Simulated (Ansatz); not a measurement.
# Notes on PdS₂I₂Br₄

```
Br S I Pd
1.0
    -3.99565    3.99565    4.28689
     3.99565   -3.99565    4.28689
     3.99565    3.99565   -4.28689
Br S I Pd
4 2 2 1
Direct
  0.20430 0.20430 0.40860
  0.20430 0.79570 0.00000
  0.79570 0.79570 0.59140
  0.79570 0.20430 0.00000
  0.25000 0.75000 0.50000
  0.75000 0.25000 0.50000
  0.34730 0.34730 0.00000
  0.65270 0.65270 0.00000
  0.00000 0.00000 0.00000
```

Level: PBE, no spin polarisation; 420 eV; 6×6×6 Γ-centred mesh; fermi-dirac occupations (width 0.0447 eV); Ansatz 0.2.0, fixed geometry.

Q: Is it stable against the elements?

A: 0.68 eV an atom against the elements' usual phases (free molecules for gases, crystals otherwise, with no correction for O₂ or N₂), so at this geometry it isn't bound against them. Relaxing would lower it.

Q: Which element gives electrons and which takes them?

A: Bader charges in e: Pd +0.38, S -0.08, I +0.15, Br -0.13. In the mean Pd gives up most and Br takes most.

Q: What does the stress say?

A: The pressure is 3.4 GPa (compression positive), so with the atoms held at these fractions the cell would first expand; the forces are large, so a full relaxation may end otherwise. The principal stresses 2.3, 4.0, 4.0 GPa differ, so its shape would change too.

Q: Which atom feels the largest force, and which way?

A: The largest is on Br2 (and as large on other atoms): 1.79 eV/Å, components (-1.27, 1.27, 0.00). It makes 180° with the line to a nearest neighbour, Pd9 at 2.31 Å, pointing away from it.

Q: Metal or insulator?

A: It is a metal, with about 18 states/eV a cell as the mean within 0.25 eV of the Fermi level, mostly S p (59 %), Br p (25 %) and I p (13 %).

Origin: a known structure type with other elements, at an estimated volume, so it need not be a known compound. Caveats: many states at the Fermi level without spin polarisation, so a magnetic state may lie lower; atoms or cell far from equilibrium.
